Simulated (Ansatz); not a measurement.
The relaxed structure here is a generated cell of Rh: the first start was made by a random draw of sites in a space group, and the end was not matched to a known phase here, so it may be hypothetical. Known forms of Rh include space group No. 225.

One starting cell of Rh (a randomly generated symmetric cell of Rh (space group No. 65)) was relaxed twice with Ansatz (plane waves, PAW, scalar-relativistic): with PBEsol at 420 eV and with PBE at 420 eV. The PBEsol result:

```cif
data_Rh
_chemical_formula_sum 'Rh1'
_space_group_name_H-M_alt 'P 1'
_space_group_IT_number 1
_cell_length_a 2.60263
_cell_length_b 2.60263
_cell_length_c 2.50552
_cell_angle_alpha 90.000
_cell_angle_beta 90.000
_cell_angle_gamma 120.000
loop_
_space_group_symop_operation_xyz
  'x, y, z'
loop_
_atom_site_label
_atom_site_type_symbol
_atom_site_fract_x
_atom_site_fract_y
_atom_site_fract_z
_atom_site_occupancy
Rh1 Rh 0.00000 0.00000 0.50000 1
```

| quantity | PBEsol | PBE |
|---|---|---|
| space group | P6/mmm | P6/mmm |
| volume (Å³/atom) | 14.70 | (withheld) |
| a (Å) | 2.603 | (withheld) |
| c (Å) | 2.506 | (withheld) |
| gap (eV, no spin-orbit coupling) | 0.00 | (withheld) |

Q: What does PBE give for the same quantities?

A: 
- volume (Å³/atom), PBE: 15.33
- a (Å), PBE: 2.638
- c (Å), PBE: 2.543
- gap (eV, no spin-orbit coupling), PBE: 0.00

Both levels end in the same structure; PBE's volume is 4.3 % larger. Neither column is exact.

No spin polarisation in the result.

The run could not lose the symmetry of its start: the end is stationary, and may be a saddle point rather than a minimum.

Ansatz is a quantum-chemistry and plane-wave program.
